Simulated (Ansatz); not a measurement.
The cell below belongs to a search over invented structures; it isn't taken from experiment.

Input and command of a plane-wave DFT calculation in Ansatz:

```yaml
crystal:
  lattice:
    - [4.0697571845, 0.0, 0.0]
    - [-2.0348785922, 3.524513109, 0.0]
    - [0.0, 0.0, 7.9899485988]
  atoms:
    - { symbol: La, position: [0.0, 0.0, 0.7324039685] }
    - { symbol: La, position: [0.3333333333, 0.6666666667, 0.1203163488] }
    - { symbol: Be, position: [0.5005141429, 0.4994858571, 0.4538072272] }
    - { symbol: Be, position: [0.5005141429, 0.0010282859, 0.4538072272] }
    - { symbol: Be, position: [0.9989717141, 0.4994858571, 0.4538072272] }
    - { symbol: Be, position: [0.0, 0.0, 0.3692775511] }
basis:
  ecutwfc: 420
kpoints:
  mp_grid: { grid: [12, 12, 6] }
hamiltonian:
  xc: pbe
scf:
  occupations: { method: gaussian, width: 0.01 }
output:
  forces: true
  stress: true
  eigenvalues: true
relax:
  adjacent_minimum: "off"
  f_tol: 0.01
  max_steps: 30
  cell: { stress_tol: 0.1, fix: [volume] }
```

```bash
ansatz run input.yaml --threads 1 --pin off --max-ram 2560MiB --backend cpu --events-out ev --progress --plain --runs-dir out
```

Processor: Intel(R) Xeon(R) Processor @ 2.70GHz, 1 thread, on a host shared with other jobs.

**Question.** How long does it run, and how much memory does it take?

**Answer.** About 2.7 min, peak memory 0.55 GiB. It solves 21 bands at 100 k points (after reduction by symmetry) with about 2211 plane waves, in 36 SCF iterations over 6 ionic steps.
